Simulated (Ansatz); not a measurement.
## NaZnF₃: ⁶⁷Zn NMR of the central transition

Cell: a Materials Project structure (computed, not necessarily an observed phase).

Space group Pnma (No. 62); a = 5.5833, b = 7.7017, c = 5.3505 Å.

```csv
site,Wyckoff,site symmetry,x,y,z
Na,4c,.m.,0.9375,0.7500,0.0189
Zn,4b,-1,0.0000,0.5000,0.5000
F9,8d,1,0.3014,0.4419,0.6941
F17,4c,.m.,0.4593,0.2500,0.1114
```

One atom of each set is listed.

All values are calculated (Ansatz; DFT, PBE, plane waves and PAW, scalar-relativistic, 420 eV cutoff, Γ-centred 4×3×4 k-points, Fermi–Dirac smearing 0.02 eV), not measured.

⁶⁷Zn has I = 5/2 and Q = 122.0 mb (Pyykkö 2018); at 7.05 T its Larmor frequency is ν₀ = 18.8 MHz. Only the quadrupole interaction is simulated: positions count from each site's isotropic chemical shift, and J coupling is left out, as are shift anisotropy and dipolar coupling, which fast spinning averages.

Simulated pattern of one Zn site (fast magic-angle spinning, Gaussian broadening 0.1 kHz):

```csv
offset (kHz),height
-1.754,1
-1.674,7
-1.593,16
-1.513,18
-1.433,19
-1.353,20
-1.272,22
-1.192,24
-1.112,26
-1.031,31
-0.951,55
-0.871,93
-0.791,100
-0.710,70
-0.630,54
-0.550,46
-0.469,40
-0.389,36
-0.309,33
-0.228,31
-0.148,29
-0.068,25
0.012,10
0.093,1
```

Q: Which |C_Q| and η does the pattern imply?

A: The pattern spans 1.67 kHz before broadening and its centre of gravity is at -0.762 kHz, which fixes P_Q; the places of the horns and steps fix η. That gives P_Q = 1.55 MHz, |C_Q| = 1.34 MHz and η = 0.99. The sign of C_Q can't be read from the pattern.

At this cell the PBE pressure is 6 GPa, so with PBE the cell would grow if it were relaxed. The entry's cell may itself be off.
